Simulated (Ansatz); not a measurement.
SrScO$_{2}$F:
```
SrScO2F
1.0
    4.11029     0.00000     0.00000
    0.00000     4.11029     0.00000
    0.00000     0.00000     4.04854
Sr Sc O F
1 1 2 1
Direct
  0.50000   0.50000   0.50000
  0.00000   0.00000   0.00000
  0.50000   0.00000   0.00000
  0.00000   0.50000   0.00000
  0.00000   0.00000   0.50000
```

Relaxed with r²SCAN.

Question: Give the Bader charges and basin volumes of the independent atoms, DFT-r²SCAN in the program Ansatz with PAW potentials.

Answer: 

```tsv
atom	Bader charge (e)	Bader volume (Å³)
Sr1	+1.65	17.6
Sc2	+2.09	7.9
O3	-1.45	15.3
F5	-0.84	12.3
```

Space group P4/mmm. The start of the workflow was typed in or built on a structure type; neither database checked (COD, Materials Project) lists it. Whether it is the stable phase at ambient conditions was not checked. The cell was relaxed with r²SCAN under the symmetry of its start; its stability against distortions is not shown here. The run is not spin-polarised. The volume moved by -16 % from the start of the relaxation.

Potentials: the earlier of the program's two PAW sets.
